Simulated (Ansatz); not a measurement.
AlSi$_{3}$C$_{3}$N:
```cif
data_C3AlNSi3
_chemical_formula_sum 'Al1 N1 Si3 C3'
_space_group_name_H-M_alt 'P3m1'
_space_group_IT_number 156
_space_group_name_Hall 'P 3 -2"'
_cell_length_a 3.10676
_cell_length_b 3.10676
_cell_length_c 10.06872
_cell_angle_alpha 90.000
_cell_angle_beta 90.000
_cell_angle_gamma 120.000
loop_
_atom_site_label
_atom_site_type_symbol
_atom_site_symmetry_multiplicity
_atom_site_Wyckoff_symbol
_atom_site_fract_x
_atom_site_fract_y
_atom_site_fract_z
_atom_site_occupancy
Al1 Al 1 b 0.33333 0.66667 0.98759 1
N1 N 1 b 0.33333 0.66667 0.19729 1
Si1 Si 1 c 0.66667 0.33333 0.25287 1
C1 C 1 c 0.66667 0.33333 0.43544 1
Si2 Si 1 b 0.33333 0.66667 0.50334 1
C2 C 1 b 0.33333 0.66667 0.68688 1
Si3 Si 1 c 0.66667 0.33333 0.75521 1
C3 C 1 c 0.66667 0.33333 0.93586 1
```

Relaxed with PBEsol.

Task: Decompose the optical modes at the zone centre into irreducible representations, and say which are infrared and Raman allowed.

Result: Point group 3m: Γ_opt = 7A1 + 7E. Infrared: A1, E. Raman: A1, E.

Task: Assign frequencies (DFPT, plane-wave PAW PBEsol (Ansatz code)).

Result: E 161, E 187, E 240, A1 299, A1 353, A1 501, E 567, A1 623, E 682, E 704, A1 830, E 830, A1 876, A1 926 cm⁻¹.

The start of the workflow was typed in or built on a structure type; neither database checked (COD, Materials Project) lists it. Its standing as an ambient phase is unchecked. The PBEsol relaxation kept the symmetry of its start; its stability against distortions is not shown here. As this level gives no gap, phonon frequencies hold no LO–TO term and depend on the k-mesh and smearing (Fermi–Dirac, 0.1 eV here).

Potentials: the earlier of the program's two PAW sets. The files were generated under PBE; for other functionals the program regenerates the frozen cores, and for LDA and PBEsol the local potential too.
